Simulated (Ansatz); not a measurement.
**ZnIr (P-6m2): energy against the cell's spin moment**

```
CELL_PARAMETERS angstrom
2.77718 0.00000 0.00000
-1.38859 2.40511 0.00000
0.00000 0.00000 4.16386
ATOMIC_POSITIONS crystal
Zn 0.66667 0.33333 0.50000
Ir 0.00000 0.00000 0.00000
```

Geometry: a structure from the Materials Project; nothing is relaxed.

Functional, mesh and filling: LDA, 14×14×8 k mesh, Fermi–Dirac smearing of 0.03 eV. PAW means Ansatz 0.2.0 on its default frozen-core files; LAPW is all-electron LAPW in Ansatz 0.2.0. Site moments are integrated in spheres about the atoms, whose radii differ between the methods. Start moments of the first PAW run (μB): Ir2 0.8.

Each run fixes M = N↑ − N↓ with two Fermi levels; the holding field B = (E_F↑ − E_F↓)/2μB is the slope of the free energy against M over μB. Energies count from each method's free run. The held moment starts spread evenly over Ir2.

Q: Does the cell keep a net moment when the moments are free, and how does its energy change with a held moment?

A: The free run has no net moment (M = 0.00 μB). 
```tsv
M (μB/cell)	ΔF PAW (meV/cell)	ΔF LAPW (meV/cell)	B, PAW (T)	largest site moment, PAW (μB)	pressure, PAW (GPa)
0.00	0.0	0.0	–	0.00	-9.3
0.10	+6.8	–	+1924	0.07	-9.3
0.20	+20.9	+21.3	+2976	0.15	-9.1
0.35	+54.2	–	+4614	0.27	-8.8
0.50	+99.7	–	+5875	0.40	-8.3
0.75	+217.1	+217.6	+10309	0.58	-7.4
1.00	+379.9	+380.0	+12208	0.78	-5.7
1.40	+711.8	+711.3	+16400	1.08	-2.2
```

Separate runs put a uniform field on the spins (g = 2):

```json
{"field (T)": "200", "M PAW (μB/cell)": "0.007", "M LAPW (μB/cell)": "0.006"}
{"field (T)": "1000", "M PAW (μB/cell)": "0.035", "M LAPW (μB/cell)": "0.034"}
{"field (T)": "3000", "M PAW (μB/cell)": "0.202", "M LAPW (μB/cell)": "0.199"}
```

The PAW files were made with PBE; the program remakes their cores once for the run's functional and then keeps them frozen. The Ansatz runs typed with the search for lower states off end where their start leads. Spin–orbit coupling is left out although heavy atoms are present. None of this fixes the real material's magnetic order: only patterns that fit the cell were computed, at zero temperature, with a functional that can overstate moments.
